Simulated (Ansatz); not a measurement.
The start is a relaxed AlNi cell displaced along its unstable phonon at q = (½, ½, 0) of its primitive reciprocal cell (187i cm⁻¹), largest move 0.15 Å. Cell shape, volume and atoms are optimised at zero target pressure with PBE (plane waves to 420 eV, PAW, scalar-relativistic; Ansatz, an electronic-structure program). The first steps use a coarse 13×13×13 k-mesh.

Input geometry:
```yaml
crystal:
  lattice:
    - [-2.65856, 4.12876, 4.95520]
    - [0.00000, 0.00000, 4.95520]
    - [1.32928, 2.06438, -2.47760]
  atoms:
    - { symbol: Ni, position: [0.00000, 0.97786, 0.00000] }
    - { symbol: Ni, position: [0.50000, 0.02214, 0.00000] }
    - { symbol: Al, position: [0.00000, 0.46973, 0.00000] }
    - { symbol: Al, position: [0.50000, 0.53027, 0.00000] }
```

```yaml
volume_change: -9.9 %, from 13.60 to 12.25 Å³/atom
relative_to_the_parent: "It does not go back: it reaches I4₁/amd (No. 141), 0.36 eV/atom below the parent"
Shortest distances (start → end): "The closest pairs of elements (up to four, under 3.6 Å), start → end: Al–Ni 2.44 → 2.48 Å; Ni–Ni 2.67 → 2.66 Å; Al–Al 2.68 → 2.66 Å"
band_gap_at_the_end: zero (metallic)
optimiser_moves: 8
```

Final structure:

```cif
data_Al4Ni4
_chemical_formula_sum 'Ni4 Al4'
_space_group_name_H-M_alt 'I41/amd :1'
_space_group_IT_number 141
_space_group_name_Hall 'I 4bw 2bw -1bw'
_cell_length_a 3.50245
_cell_length_b 3.50245
_cell_length_c 7.98998
_cell_angle_alpha 90.000
_cell_angle_beta 90.000
_cell_angle_gamma 90.000
loop_
_atom_site_label
_atom_site_type_symbol
_atom_site_symmetry_multiplicity
_atom_site_Wyckoff_symbol
_atom_site_fract_x
_atom_site_fract_y
_atom_site_fract_z
_atom_site_occupancy
Ni1 Ni 4 b 0.00000 0.00000 0.50000 1
Al1 Al 4 a 0.00000 0.00000 0.00000 1
```
(The calculation used a cell of 4 atoms; values per cell refer to that cell.)

Final values are on a 17×17×17 k-mesh of the relaxed cell. No spin polarisation in the result. A magnetic state may lie lower.

The run could not lose the symmetry of its start, so the end can be a saddle point.

The relaxed structure here is a generated cell of AlNi: the first start was made by placing the elements on the sites of a structure type, and the end was not matched to a known phase here, so it may be hypothetical. Known forms of AlNi include space group No. 221.
